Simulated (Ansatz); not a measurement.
CsPbCl₃ (cubic perovskite, Pm-3m), plane-wave PAW PBE (Ansatz code), all energies at zero smearing, with the estimated change up to a 700 eV cutoff added, with one set of potentials and settings (totals compare only within such a set). Cell of 5 atoms (1 Cs, 1 Pb, 3 Cl): -20823.348 eV.

```json
[
 {"element": "Cs", "reference phase": "P6_3/mmc, 2 atoms in the cell", "E (eV/atom)": "-5670.7673"},
 {"element": "Pb", "reference phase": "Fm-3m, 1 atoms in the cell", "E (eV/atom)": "-11906.4191"},
 {"element": "Cl", "reference phase": "Cmce, 4 atoms in the cell", "E (eV/atom)": "-1079.4982"}
]
```

Formation energy per atom, worked out: (-20823.348 − 1×(-5670.7673) − 1×(-11906.4191) − 3×(-1079.4982))/5 = -1.533 eV/atom (-148 kJ per mol of atoms), at 0 K, without zero-point energy or fitted corrections.

This is a known high-temperature phase of the composition, computed here at zero pressure and temperature. The cell was relaxed with PBE under the symmetry of its start; phonons on a q-mesh show weakly imaginary modes. The references are the lowest solids computed at this level, not always the standard phases (solids in place of the gases). Spin–orbit coupling is left out wherever it is not named.

Potentials: the later of the program's two PAW sets.
